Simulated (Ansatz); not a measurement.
KF: the gap from level to level

A database entry relaxed whole under r2SCAN at zero pressure (Fm-3m, No. 225):

```
K F
1.0
     0.00000    2.65906    2.65906
     2.65906    0.00000    2.65906
     2.65906    2.65906    0.00000
K F
1 1
Cartesian
  0.0000 0.0000 0.0000
  2.6591 2.6591 2.6591
```

Its volume is 18.80 Å³ an atom, -1.4 % against the entry's 19.07, which is old or was flagged in a check.

Single points on this cell with plane-wave PAW DFT (Ansatz 0.2.0; r2SCAN 500 eV, hybrids 420 eV; fermi-dirac occupations of width 0.020 eV; no moments): r2SCAN on a 10×10×10 Γ-centred mesh; HSE06 on a 8×8×8 Γ-centred mesh; PBE0 on a 8×8×8 Γ-centred mesh.

What does each level give for gap and charges?

The runs give:

```tsv
level	gap (eV), or kind	pressure (GPa)	Bader charge of K (e)	Bader charge of F (e)
r2SCAN	6.91	0.0	+0.87	-0.87
HSE06	8.26	1.0	+0.88	-0.88
PBE0	9.04	0.9	+0.88	-0.88
```

Under r2SCAN the gap is 6.91 eV, over mesh and band path. HSE06 moves it by +1.35 eV and PBE0 by +2.13 eV; PBE0 keeps its exact exchange at long range, which widens the gap over HSE06's by 0.78 eV on their common mesh.

Caveats: the relaxation kept the start's symmetry; HSE06 is read on its mesh and at the zone's corners, PBE0 on its mesh alone; hybrid pressures are good to a few tenths of a GPa; pressure is positive in compression.
